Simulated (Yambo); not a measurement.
## Convergence of the G0W0 gap of SrCl2

G0W0@LDA for SrCl2 (fluorite, space group Fm-3m, No. 225) in Yambo. Reference settings: 4×4×4 Γ-centred k mesh, 152 bands and a 8 Ry block in the screening, 152 bands in G with the Bruneval-Gonze terminator, plasmon pole fitted at 27.2 eV. The LDA gap X → X on this mesh is 5.10 eV; G0W0 gaps are taken between the same points.

```tsv
change from the reference	G0W0 gap X → X (eV)	shift of the valence edge (eV)	rough Yambo cost
reference settings	7.99	-1.76	1
54 bands in W, 54 bands in G	8.02	-1.54	about 1/2
95 bands in W, 95 bands in G	7.99	-1.68	within a factor of two
54 bands in G	8.01	-1.73	–
95 bands in G	8.00	-1.75	–
67 bands in W	7.99	-1.62	within a factor of two
1 Ry block	7.63	-1.33	within a factor of two
3 Ry block	7.71	-1.47	within a factor of two
7 Ry block	7.96	-1.72	within a factor of two
pole fitted at 55 eV	8.02	-1.85	–
no random integration	7.91	-1.57	–
54 bands in G, no terminator	7.88	-1.26	–
95 bands in G, no terminator	7.93	-1.53	–
no terminator	7.96	-1.66	–
```

The reference isn't shown to be the converged limit. Costs are rough (shared machines), scaled to the same edge states, and given only for runs that recompute the screening. In the run with 152 bands and a 8 Ry block, which covers more k points, the smallest G0W0 gap is 7.82 eV, X → Γ.

Geometry relaxed with LDA; primitive cell a = b = c = 4.8076 Å, α = β = γ = 60.00°.

A shift is the quasiparticle energy of the state minus its LDA energy.
